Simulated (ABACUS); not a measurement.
Worked example: self-consistent single point of LiScF4 (I4_1/a, 12 atoms in the cell; from Materials Project mp-559598, lattice scaled a little) in ABACUS.

Computed with PBEsol, numerical atomic orbitals DZP (confined pseudo-atomic orbitals; energy shift 0.01 Ry), PseudoDojo 0.4 standard norm-conserving PBEsol (tails mended) pseudopotentials run with ABACUS 3.10.1.

```xyz
12
Lattice="-2.5541 2.5541 5.1409 2.5541 -2.5541 5.1409 2.5541 2.5541 -5.1409" Properties=species:S:1:pos:R:3 pbc="T T T"
Li     0.0000     0.0000     0.0000
Li     0.0000     2.5541     2.5704
Sc     2.5541     0.0000     2.5704
Sc     0.0000     0.0000     5.1409
F      1.4794     0.9103     0.8274
F      1.6438     1.4794    -1.7431
F      1.0747     1.6438     5.9682
F      0.9103     1.0747     3.3978
F      1.0747    -0.9103     6.8839
F      0.9103     3.6288    -0.8274
F      1.4794     3.4644     1.7431
F      1.6438    -1.0747     4.3135
```

Reference input (self-consistent single point, DFT, PBEsol, numerical atomic orbitals DZP (confined pseudo-atomic orbitals; energy shift 0.01 Ry), PseudoDojo 0.4 standard norm-conserving PBEsol (tails mended) pseudopotentials): basis = DZP numerical atomic orbitals, energy shift 0.01 Ry; KPT = Gamma 6 6 6 0 0 0; basis_type = lcao; dft_functional = PBESOL; ecutwfc = 100 Ry; smearing_method = fixed; potentials = PseudoDojo 0.4 standard norm-conserving PBEsol (tails mended); symmetry = 1; ks_solver = scalapack_gvx; scf_nmax = 100; scf_thr = 1.0e-06; mixing_type = broyden. This run's input differs from it in these lines:

```diff
@@ -8,3 +8,3 @@
 dft_functional       PBESOL
-ecutwfc              100.0
+ecutwfc              40.0
 symmetry             1
```

Log, with long lists cut:

```
 SELF-CONSISTENT
 -------------------------------------------

                  longest orb rcut (Bohr) = 9
   longest nonlocal projector rcut (Bohr) = 1.7
                     search radius (Bohr) = 21.4

                          real space grid = [ 48, 48, 48 ]
                                 init_chg = atomic

 LCAO ALGORITHM --------------- ION=   1  ELEC=   1--------------------------------

 Density error is 0.0979826186147
 E_KohnSham     -615.7497587219      -8377.7052607428
 E_Fermi        0.0106409182         0.1447771200

 LCAO ALGORITHM --------------- ION=   1  ELEC=   2--------------------------------

   [... lines left out ...]

   [... 5 blocks of this kind left out ...]

 LCAO ALGORITHM --------------- ION=   1  ELEC=   8--------------------------------

 Density error is 3.75511744718e-06
 E_KohnSham     -616.3604528138      -8386.0141801271
 E_Fermi        0.1783456245         2.4265167067

 LCAO ALGORITHM --------------- ION=   1  ELEC=   9--------------------------------

 Density error is 2.73597936685e-07
 E_KohnSham     -616.3604527874      -8386.0141797681
 E_KS(sigma->0) -616.3604527874      -8386.0141797681
 E_entropy(-TS) 0.0000000000         0.0000000000
 E_Fermi        0.1783488522         2.4265606213
 charge density convergence is achieved
 final etot is -8386.0141798 eV
 EFERMI = 2.4265606213 eV

 STATE ENERGY(eV) AND OCCUPATIONS    NSPIN == 1
   [... 49 lines left out ...]

 TOTAL-FORCE (eV/Angstrom)
                       Li1         0.0000000000         0.0000000000         0.0000000000
                       Li2         0.0000000000         0.0000000000         0.0000000000
                       Sc1         0.0000000000         0.0000000000         0.0000000000
                       Sc2         0.0000000000         0.0000000000         0.0000000000
                        F1         0.2757358732         0.1440810285         0.0774523296
                        F2        -0.1440810285         0.2757358732         0.0774523296
                        F3        -0.2757358732        -0.1440810285         0.0774523296
   [... lines left out ...]

 TOTAL-STRESS (KBAR)
       -84.6297599521        -0.0000000000        -0.0000000000
         0.0000000000       -84.6297599521         0.0000000000
        -0.0000000000        -0.0000000000       -88.7938350661
 TOTAL-PRESSURE: -86.017785 KBAR

 --------------------------------------------
 !FINAL_ETOT_IS -8386.0141797680716991 eV
 --------------------------------------------
```

The run converged in 9 iterations. Against the reference run the free energy goes down by 13.9 meV/atom, the pressure goes from -10.19 to -8.60 GPa, the largest force hardly changes (0.322 to 0.321 eV/Å) and the gap on the mesh hardly changes (5.669 to 5.667 eV).

The atom-centred basis is finite, which shifts total energies, pressures, gaps and forces against plane waves. This run is one point of a test of settings, so its values need not be converged; read them against the reference run alone. The structure comes from a collection of computed structures, made at another level of theory; the collection holds predicted forms beside known ones. Its lattice was then scaled.

Cost on one core: roughly 26 core-seconds.

The atomic orbitals were generated for these runs; they are not ABACUS's published sets and were checked against plane waves on a few crystals only.

“Tails mended”: in these copies of the files the far tail of each local potential was reset to the Coulomb form.
